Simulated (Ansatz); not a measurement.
# Vibrational response of TiCo

Computed with Ansatz, DFT PBE, scalar-relativistic, plane waves, PAW. Settings: 420 eV plane-wave cutoff, Γ-centred 18×18×18 mesh, Gaussian smearing of 0.20 eV. Collinear spin, site moments 0.0, 0.9 μB. Phonons by linear response, acoustic sum rule imposed.

Equilibrium structure at this level:
```
Ti Co
1.0
     2.98475    0.00000    0.00000
     0.00000    2.98475    0.00000
     0.00000    0.00000    2.98475
Ti Co
1 1
Direct
  0.00000 0.00000 0.00000
  0.50000 0.50000 0.50000
```

The cell was found from a structure generator's guess, not taken from experiment. In a metal, frequencies depend on the k mesh and the smearing, soft modes most.

Optical modes at Γ:
| frequency (cm⁻¹) | degeneracy |
| --- | --- |
| 226 | 3 |

All 3 optical modes at Γ are real: no displacement of atoms at fixed cell lowers the energy to second order. Strains and modes at other wave vectors aren't tested by this run.
